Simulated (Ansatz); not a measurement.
ZnSnN$_{2}$: from a starting cell to a relaxed one

The start is a generated cell, ZnSnN2 placed in the beta-NaFeO2 structure type. A full variable-cell relaxation at zero pressure is run with r2SCAN (plane waves to 500 eV, PAW, scalar-relativistic; Ansatz, a program for electronic structure). First-step values are on the input's coarse k-mesh.

Ansatz input (later rounds restart from its end on a renewed k-mesh):
Ansatz 0.2 input:
```yaml
crystal:
  lattice:
    - [5.806071, 0, 0]
    - [0, 6.856785, 0]
    - [0, 0, 5.529287]
  atoms:
    - { symbol: Zn, position: [0.083, 0.625, 0] }
    - { symbol: Zn, position: [0.917, 0.375, 0.5] }
    - { symbol: Zn, position: [0.583, 0.875, 0] }
    - { symbol: Zn, position: [0.417, 0.125, 0.5] }
    - { symbol: Sn, position: [0.078, 0.125, 0] }
    - { symbol: Sn, position: [0.922, 0.875, 0.5] }
    - { symbol: Sn, position: [0.578, 0.375, 0] }
    - { symbol: Sn, position: [0.422, 0.625, 0.5] }
    - { symbol: N, position: [0.068, 0.112, 0.365] }
    - { symbol: N, position: [0.932, 0.888, 0.865] }
    - { symbol: N, position: [0.568, 0.388, 0.365] }
    - { symbol: N, position: [0.432, 0.612, 0.865] }
    - { symbol: N, position: [0.095, 0.64, 0.395] }
    - { symbol: N, position: [0.905, 0.36, 0.895] }
    - { symbol: N, position: [0.595, 0.86, 0.395] }
    - { symbol: N, position: [0.405, 0.14, 0.895] }
basis: { ecutwfc: 500, ecutrho_ratio: 4, xc_grid: 4, fft_grid_basis: typed }
kpoints: { mp_grid: { grid: [3, 3, 4] } }
hamiltonian:
  xc: r2scan
  dispersion: none
  pseudopotentials: { kind: paw }
scf: { occupations: { method: fermi_dirac, width: 0.05 } }
relax: { f_tol: 0.01, max_steps: 100, cell: { stress_tol: 0.02 } }
output: { forces: true, stress: true }
```

- Initial pressure: +3.5 GPa (positive: the cell is compressed)
- Largest initial force: 2.55 eV/Å, on N13, N14, N15, N16 (atoms numbered as listed)
- Volume change: -2.1 %, from 13.76 to 13.47 Å³/atom
- Shortest distances (start → end): The closest pairs of elements (up to four, under 3.6 Å), start → end: N–Sn 1.98 → 2.06 Å; N–Zn 2.14 → 2.05 Å; N–N 3.24 → 3.33 Å; Sn–Zn 3.35 → 3.34 Å
- Band gap at the end: 0.53 eV, direct at Γ (no spin-orbit coupling)
- Optimiser moves: 6

It ends as:

Space group Pna2₁ (No. 33); a = 5.8466 Å, b = 6.7330 Å, c = 5.4742 Å, α = β = γ = 90.00°

| atom | site | symmetry | x | y | z |
|---|---|---|---|---|---|
| Zn | 4a | 1 | 0.0827 | 0.6250 | 0.0013 |
| Sn | 4a | 1 | 0.0881 | 0.1249 | 0.0017 |
| N | 4a | 1 | 0.0825 | 0.1256 | 0.3808 |
| N | 4a | 1 | 0.0800 | 0.6243 | 0.3762 |

Final values are on a 5×4×5 k-mesh of the relaxed cell. No spin polarisation in the result.

The run could not lose the symmetry of its start.

The first start was generated by placing the elements on the sites of a structure type. Materials Project lists a structure of ZnSnN2 in the same space group, Pna2₁ (No. 33); the sites were not compared with it, nor with measured phases.
